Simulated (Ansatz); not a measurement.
EuCo2Si2: reading a single point

```
CELL_PARAMETERS angstrom
0.00000 3.91602 0.00000
3.91602 0.00000 0.00000
1.95801 1.95801 -5.53163
ATOMIC_POSITIONS crystal
Eu 0.00000 0.00000 0.00000
Co 0.75000 0.25000 0.50000
Co 0.25000 0.75000 0.50000
Si 0.37500 0.37500 0.25000
Si 0.62500 0.62500 0.75000
```

Single point in Ansatz 0.2.0 with r2SCAN, collinear spin. Cutoff 500 eV, PAW datasets, 6×6×6 Γ-centred k mesh, cold filling (width 0.011 eV).

Magnetic state (reached from a saved solution, and it need not be the lowest): Eu1 up, Co2 up, Co3 down.

(1) Is it stable against the elements?

(2) Which element gives electrons and which takes them?

(3) Metal or insulator?

(4) Which atom feels the largest force, and which way?

(5) How large are the moments?

Origin: a known structure type with other elements, at an estimated volume, so it need not be a known compound. Caveats: atoms or cell far from equilibrium; f shells without a U or exact exchange are poorly placed.

Results:

(1) -0.44 eV an atom against the elements' usual phases (free molecules for gases, crystals otherwise, with no correction for O₂ or N₂), so it is bound against them; other compounds may still compete. Relaxing would lower it.

(2) Bader charges in e: Eu +1.35, Co -0.20, Si -0.47. In the mean Eu gives up most and Si takes most.

(3) It is a metal, with about 6.5 states/eV a cell as the mean within 0.25 eV of the Fermi level, mostly Eu f (58 %) and Co d (25 %).

(4) The largest is on Si4 (and as large on other atoms): 1.78 eV/Å, components (0.00, 0.00, -1.78). It makes 55° with the line to a nearest neighbour, Co2 at 2.40 Å.

(5) Eu1 +6.83, Co2 +1.21, Co3 -1.09 μB of spin moment in Bader basins; net size 7.13 μB a cell.
